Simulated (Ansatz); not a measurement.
**What a change of settings does: HgPt**

First run: DFT, LDA, PAW with Ansatz's default frozen-core files, scalar-relativistic (Ansatz 0.2.0).

Command: `ansatz run input.yaml --threads 1 --pin off --max-ram 2048MiB --backend cpu --events-out ev --progress --plain --runs-dir out` It took 6.6 s on 1 thread of Arm Neoverse V1 (shared host), peak memory 0.41 GiB.

```yaml
crystal:
  lattice:
    - [2.971, 0.0, 0.0]
    - [0.0, 2.971, 0.0]
    - [0.0, 0.0, 3.825]
  atoms:
    - { symbol: Hg, position: [0.0, 0.0, 0.0] }
    - { symbol: Pt, position: [0.5, 0.5, 0.5] }
kpoints:
  mp_grid: { grid: [10, 10, 8] }
scf:
  occupations: { method: fermi_dirac, width: 0.05 }
hamiltonian:
  xc: lda
  pseudopotentials: { kind: paw }
output:
  forces: true
  stress: true
  eigenvalues: true
  efg: { contact_densities: true }
  populations: true
```

The cell is entry 1523215 of the Crystallography Open Database, unrelaxed.

This run: the undistorted cell.

It converges in 7 SCF iterations at a pressure of -1.62 GPa, cutoff 420 eV.

The input is then changed:

```diff
   populations: true
+accuracy: medium
```

Problem. Predict the outcome of the changed run.

Solution. It converges in 7 SCF iterations at a pressure of -1.62 GPa, cutoff 420 eV, free energy 0.0 meV/atom against the first run's. Results part of its log:
```
SCF 1 converged in 7 iterations: F = -25767.519243 eV  dr2 = 1.23e-8
  greatest PAW one-centre occupation: 1.000 electrons in one spin orbital (limit 2), on the Hg atom at site 0 (counted from 0), in its partial waves of l = 0
SCF converged after 7 iterations
Free energy (F): -25767.519243 eV
Harris-Foulkes:  -25767.519243 eV  (|F-HF|=5.17e-9)
Internal energy: -25767.516163 eV  (E = F + TS)
E sigma→0 (E₀):  -25767.517703 eV
Entropy (-TS):   -0.003080 eV (-1.540 meV/atom)
Fermi energy:    21.015559 eV
--- Per-component energies (eV) ---
  E_band       = -437.662747
  E_kinetic    = 1244.778080
  E_local      = -3591.669442  (includes V_loc(G=0)·N_el)
  E_nonlocal   = 287.856477
  E_hartree    = 1463.940823
  E_xc         = -480.489457
  E_vxc        = -566.258738  (∫ρ·V_xc dr)
  E_paw        = -18832.081361  (= ΣΔE_a)
  E_vpaw       = -740.251818  (= ΣTr[D̂ρ^β])
  E_aug_tail   = 0.001049  (compensation charges beyond the density's cutoff)
  E_ewald      = -5860.892296
  E_core_change = 1.039962  (= ΣΔE_core)
  E_smearing   = -0.003080  (= −TS)
  E_closure    = 0.000000  (closes the sum)
  Σ components = -25767.519243   (vs F -25767.519243, Δ=0.00e0)
--- Forces (eV/Å), atoms counted from 1 ---
  atom   1  Hg    -0.00000000    -0.00000000     0.00000000
  atom   2  Pt     0.00000000     0.00000000     0.00000000
  max |Σ_I F_I| component: 9.74e-29 eV/Å
--- Stress (GPa, compression-positive) ---
       -1.775768       0.000000       0.000000
        0.000000      -1.775768       0.000000
        0.000000       0.000000      -1.294392
  P = ⅓ Tr σ = -1.6153 GPa (-16.153 kbar)
--- PAW observables at the nuclei: V_zz in 10²¹ V/m², potentials from the cell's mean, atoms counted from 1 ---
  atom   1  Hg V_zz =   -10.668523   η = 0.0000   by run symmetry: allowed
            electrostatic potential = -16803.553046 V   contact ρ = 14075299.647229 e/Å³
  atom   2  Pt V_zz =    +9.724133   η = 0.0000   by run symmetry: allowed
            electrostatic potential = -16126.887593 V   contact ρ = 12038431.952191 e/Å³
--- Band table (eV; the first three rows and the last of 105) ---
  k-point 0: bands = ["-94.3447", "-77.0597", "-42.6330", "-42.6330", "-42.6302", "-31.2311", "-31.1468", "-31.1468", "10.2950", "12.2181", "12.4006", "13.9333", "13.9333", "14.5950", "17.0579", "17.9882", "19.8241", "19.8241", "20.0930", "22.5232", "27.6975", "29.2396", "29.2396"]
  k-point 1: bands = ["-94.3447", "-77.0597", "-42.6330", "-42.6330", "-42.6304", "-31.2322", "-31.1469", "-31.1469", "10.4923", "12.2530", "12.4852", "13.9636", "13.9636", "14.6072", "16.9833", "17.8390", "19.6463", "19.6463", "20.0661", "21.3581", "29.2540", "29.7052", "29.7052"]
  k-point 2: bands = ["-94.3447", "-77.0596", "-42.6329", "-42.6329", "-42.6307", "-31.2347", "-31.1470", "-31.1470", "11.0427", "12.3412", "12.7349", "14.0410", "14.0410", "14.6370", "16.8008", "17.2242", "19.2452", "19.2452", "19.6788", "20.0009", "30.9674", "30.9674", "32.2961"]
  k-point 104: bands = ["-94.3416", "-77.0518", "-42.6837", "-42.6837", "-42.6221", "-31.2537", "-31.2537", "-31.2165", "12.5595", "13.1124", "13.1124", "14.5515", "15.4132", "16.0068", "16.4942", "16.4942", "19.3066", "20.9599", "22.5981", "25.9344", "26.9949", "26.9949", "27.0256"]
--- Löwdin populations: 2 sites ---
  site symbol       q [e]
     0     Hg     19.1615
     1     Pt     18.3561
  spilling = 0.012693 (of n_electrons = 38.000000)
```
